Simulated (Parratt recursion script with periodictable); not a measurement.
# Interface roughness in an EUV mirror: Si/Rh multilayer on Si

| layer, from the top | thickness (Å) | density (g/cm³) | rms roughness of its top face (Å) | δ at 13.5 nm | β at 13.5 nm |
|---|---|---|---|---|---|
| Si (in each period) | 42.2 | 2.313 | varied | 9.927 × 10⁻⁴ | 0.001813 |
| Rh (in each period) | 28.1 | 12.398 | varied | 0.1248 | 0.03117 |
| Si (substrate) | – | 2.313 | 4 | 9.927 × 10⁻⁴ | 0.001813 |

The refractive index is n = 1 − δ + iβ; the runs take δ and β at each wavelength of the scan. Vacuum lies above.

Densities are inputs, not measurements. They were set from computed cells of the Materials Project: Si from entry mp-149 (Fd-3m, 2.313 g/cm³); Rh from entry mp-74 (Fm-3m, 12.398 g/cm³). A layer's crystal structure does not enter its constants, only its composition and density.

Method: EUV and soft X-ray reflectivity, Parratt recursion, Névot-Croce roughness, Henke tables (Parratt recursion script with periodictable 1.7.1).

Light falls at α = 15° from the surface normal. It is p-polarised. The wavelength is scanned from 12.42 to 14.58 nm in 161 evenly spaced points, without smoothing. The peak is the highest scan point; its wavelength and height come from a parabola through R at that point and its two neighbours.

The pair is repeated 30 times. The runs differ only in σ, the roughness on top of both layers of each period; the substrate's stays as listed.

| σ (Å) | peak λ (nm) | peak R (%) |
|---|---|---|
| 4 | 13.103 | 51.0 |
| 6 | 13.081 | 47.7 |
| 9 | 13.043 | ? |

Q: Estimate the peak reflectivity at σ = 9 Å from a line of ln R against σ², and compare with the factor exp[−(2πσ/D)²] for one weak reflection.

A: With R₀ = 51.0 % of the first row, ln(R/R₀) is 0.0000 at σ² = 16, −0.0669 at σ² = 36 Å². The line through them has slope −0.00334 Å⁻² and intercept 0.0535, which gives 41.0 % at σ² = 81 Å². For D = 70.3 Å, (2π/D)² = 0.00799 Å⁻², and that slope from the first row gives 30.3 %.

The run gave 40.6 %, so the line misses by 0.4 points. The fitted slope is 0.42 of (2π/D)² in size.
